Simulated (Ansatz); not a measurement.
Ansatz (a quantum-chemistry and plane-wave program) input:

Ansatz 0.2 input:
```yaml
crystal:
  lattice:
    - [2.5667287115, 1.4819015125, 4.6134892139]
    - [-2.5667287115, 1.4819015125, 4.6134892139]
    - [0.0, -2.963803025, 4.6134892139]
  atoms:
    - { symbol: Li, position: [0.7194044077, 0.7194044077, 0.7194044077] }
    - { symbol: Li, position: [0.2194044077, 0.2194044077, 0.2194044077] }
    - { symbol: Nb, position: [0.0006843231, 0.0006843231, 0.0006843231] }
    - { symbol: Nb, position: [0.5006843231, 0.5006843231, 0.5006843231] }
    - { symbol: O, position: [0.6426709305, 0.8899624209, 0.2801779179] }
    - { symbol: O, position: [0.8899624209, 0.2801779179, 0.6426709305] }
    - { symbol: O, position: [0.2801779179, 0.6426709305, 0.8899624209] }
    - { symbol: O, position: [0.1426709305, 0.7801779179, 0.3899624209] }
    - { symbol: O, position: [0.3899624209, 0.1426709305, 0.7801779179] }
    - { symbol: O, position: [0.7801779179, 0.3899624209, 0.1426709305] }
kpoints:
  mp_grid: { grid: [5, 5, 5] }
hamiltonian:
  xc: hse06
  pseudopotentials: { kind: paw }
scf:
  occupations: { method: fixed }
checkpoint: { read: static.run }
output: { bader: true, populations: true }
```

Output (shortened):

```
WARN checkpoint.read: basis.xc_grid differs: saved 2, current 1 (points along each axis for each point of the dense box …
WARN checkpoint.read: where the exact-exchange loop starts from the saved orbitals it accepts no state on its first cycle, because this run solves another …
Pseudopotential: Li, paw, valence charge 3
Pseudopotential: Nb, paw, valence charge 13
Pseudopotential: O, paw, valence charge 6
Functional definition: HSE06
davidson cushion auto → on  (no smearing: the cushion is to keep the highest requested band from converging to the state above it …
Crystal: 10 atoms, lattice volume = 105.288 Å³
Basis set: ecut = 420 eV, 2079 PW (Γ)
Bands: 44, of which v1, the nominal top of the filled ones, is band 34 counted from 1 (33 counted from 0)
Symmetry: 6 space group operations
Space group: R3c (ITA 161), of the structure as read, at distance tolerance 4.7e-5 Å
k-points: 19 of 125 (time reversal used)
Exchange kernel: α = 0.2500, screened, ω = 0.2079 Å⁻¹, Wigner–Seitz truncation, v(0) = 1046.8629 eV·Å³, q-mesh 5×5×5, nearest image of the exchange supercell L …
Frozen-core exchange: fock
iter 1 solved again at ethr=1.60e-9 eV; its pass at ethr=1.00e-1 eV (dr2=1.09e-6 eV) is discarded
SCF iter   1: F=—  HF=-12932.609051 eV  |F-HF|=—  |Δ(HF+E_count)|=         —  Δρ=4.96e-5  dr2=2.31e-6  ethr=1.60e-9  ⟨swp⟩=4.8  Hψ=3958  notcnv=0
preconditioner: auto → none
SCF iter   2: F=—  HF=-12932.609051 eV  |F-HF|=—  |Δ(HF+E_count)|=   3.50e-7  Δρ=3.35e-5  dr2=1.25e-6  ethr=1.60e-9  ⟨swp⟩=3.3  Hψ=2496  notcnv=0
iter 3 solved again at ethr=6.79e-11 eV; its pass at ethr=1.53e-9 eV (dr2=4.62e-8 eV) is discarded
SCF iter   3: F=—  HF=-12932.609050 eV  |F-HF|=—  |Δ(HF+E_count)|=   2.65e-7  Δρ=1.07e-5  dr2=5.48e-6  ethr=6.79e-11  ⟨swp⟩=3.0  Hψ=4105  notcnv=0
SCF iter   4: F=—  HF=-12932.609157 eV  |F-HF|=—  |Δ(HF+E_count)|=   1.06e-4  Δρ=4.28e-5  dr2=1.66e-6  ethr=6.79e-11  ⟨swp⟩=4.5  Hψ=3525  notcnv=0  defer=1
SCF iter   5: F=-12932.609156 eV  HF=-12932.609156 eV  |F-HF|=5.57e-9  |Δ(HF+E_count)|=   4.90e-7  Δρ=2.64e-6  dr2=2.25e-8  ethr=6.79e-11  ⟨swp⟩=4.0  Hψ=3171  notcnv=0
SCF 1 converged in 5 iterations: F = -12932.609156 eV  dr2 = 2.25e-8
hybrid outer 1: dexx = +1.359e-8 eV, tail = 1.36e-7 eV
Crystal: 10 atoms, lattice volume = 105.288 Å³
Exchange kernel: α = 0.2500, screened, ω = 0.2079 Å⁻¹, Wigner–Seitz truncation, v(0) = 1046.8629 eV·Å³, q-mesh 5×5×5, nearest image of the exchange supercell L …
Frozen-core exchange: fock
SCF iter   1: F=—  HF=-12932.609157 eV  |F-HF|=—  |Δ(HF+E_count)|=         —  Δρ=8.72e-6  dr2=5.94e-8  ethr=1.47e-9  ⟨swp⟩=2.7  Hψ=1858  notcnv=0
preconditioner: auto → none
iter 2 solved again at ethr=4.98e-12 eV; its pass at ethr=8.39e-11 eV (dr2=3.38e-9 eV) is discarded
SCF iter   2: F=-12932.609157 eV  HF=-12932.609157 eV  |F-HF|=1.63e-9  |Δ(HF+E_count)|=   1.54e-8  Δρ=3.09e-6  dr2=5.02e-9  ethr=4.98e-12  ⟨swp⟩=2.4  Hψ=3910  notcnv=0
SCF 2 converged in 2 iterations: F = -12932.609157 eV  dr2 = 5.02e-9
hybrid outer 2: dexx = +9.480e-9 eV, tail = 1.07e-8 eV, Δε = 7.81e-5 eV (about 2.32e-5 eV left of the loop's levels)
hybrid SCF converged: 2 outer / 7 inner (+0 warm-up), last move |dexx| = 9.48e-9 eV, tail = 1.07e-8 eV
Stability not checked (fock_operator)
Free energy (F): -12932.609157 eV
Frozen-core exchange: fock
Harris-Foulkes:  -12932.609157 eV  (|F-HF|=1.63e-9)
Internal energy: -12932.609157 eV  (E = F + TS)
E sigma→0 (E₀):  -12932.609157 eV
Fermi energy:    6.248048 eV
--- Per-component energies (eV) ---
  E_band       = -661.444371
  E_kinetic    = 1893.565181
  E_local      = -4260.836769  (includes V_loc(G=0)·N_el)
  E_nonlocal   = 438.868278
  E_hartree    = 1440.195514
  E_xc         = -656.823223
  E_vxc        = -813.626155  (∫ρ·V_xc dr)
  E_exx        = -212.397491  (= α·E_x^exact, valence–valence)
  E_paw        = -7086.795153  (= ΣΔE_a)
  E_vpaw       = -375.025241  (= ΣTr[D̂ρ^β])
  E_aug_tail   = 0.014628  (compensation charges beyond the density's cutoff)
  E_ewald      = -4487.405021
  E_core_change = -0.995103  (= ΣΔE_core)
  E_smearing   =  0.000000  (= −TS)
  E_closure    =  0.000000  (closes the sum)
  Σ components = -12932.609157   (vs F -12932.609157, Δ=1.82e-12)
  [band-id]    e_kinetic+e_local+e_nonlocal+2·e_hartree+e_vxc+2·e_exx+e_vpaw+e_augmentation_tail = -661.444030   (vs E_band -661.444371, Δ=3.41e-4)
--- Band table (eV; the first three rows and the last of 19) ---
  k-point 0: bands = ["-51.1055", "-51.0872", "-38.7958", "-38.7928", "-26.0793", "-26.0793", "-25.9716", "-25.8845", "-25.8845", "-25.7399", "-12.3546", "-11.6381", "-11.6381", "-10.6139", "-10.3746", "-10.3746", "1.4214", "1.4214", "1.6539", "1.7253", …
  k-point 1: bands = ["-51.1037", "-51.0889", "-38.7956", "-38.7931", "-26.0638", "-26.0617", "-25.9493", "-25.9059", "-25.9042", "-25.7621", "-12.1812", "-11.5392", "-11.5372", "-10.7307", "-10.5477", "-10.5140", "1.3481", "1.4800", "1.8731", "2.0870", …
  k-point 2: bands = ["-51.0991", "-51.0934", "-38.7949", "-38.7939", "-26.0198", "-26.0148", "-25.9592", "-25.9546", "-25.8914", "-25.8201", "-11.7239", "-11.3088", "-11.2703", "-11.0784", "-10.9108", "-10.8482", "1.6413", "1.8238", "2.1958", "2.4670", …
  k-point 18: bands = ["-51.0969", "-51.0957", "-38.7945", "-38.7943", "-26.0558", "-26.0208", "-25.9720", "-25.9475", "-25.8438", "-25.8150", "-11.7194", "-11.5588", "-11.1802", "-11.0666", "-10.9212", "-10.7063", "1.6864", "2.1027", "2.1660", "2.5012", …
  guard bands above this table: 4 of the run's 44 bands. The solve was not asked for them (output.publish_guard_bands: true or output.eigenvalues …
--- Löwdin populations: 10 sites ---
  site symbol       q [e]
     0     Li      2.2563
     1     Li      2.2563
     2     Nb     11.3008
     3     Nb     11.3008
     4      O      6.7472
     5      O      6.7472
     6      O      6.7472
     7      O      6.7472
     8      O      6.7472
     9      O      6.7472
  spilling = 0.005922 (of n_electrons = 68.000000)
--- Bader charges: 10 sites ---
  site symbol  charge [e]  shift [e]
     0     Li      0.9051     0.0007
     1     Li      0.9051     0.0007
     2     Nb      2.9416     0.0060
     3     Nb      2.9415     0.0060
     4      O     -1.2822     0.0023
     5      O     -1.2822     0.0023
     6      O     -1.2822     0.0023
     7      O     -1.2822     0.0023
     8      O     -1.2822     0.0023
     9      O     -1.2822     0.0023
  shift: an alarm, by how much a part of what the PAW files miss would move the charge. Where it is large, compare
  with a run on PAW files of another source; a small one proves nothing
  estimated error of the sums over rays = 2.8e-4 e
```

Cost: very roughly 4 core-minutes on shared cores.

The cell was relaxed with HSE06 under the symmetry of its start. The run is not spin-polarised. Spin–orbit coupling is left out wherever it is not named.

Potentials: the later of the program's two PAW sets.

Ansatz is a plane-wave DFT program.
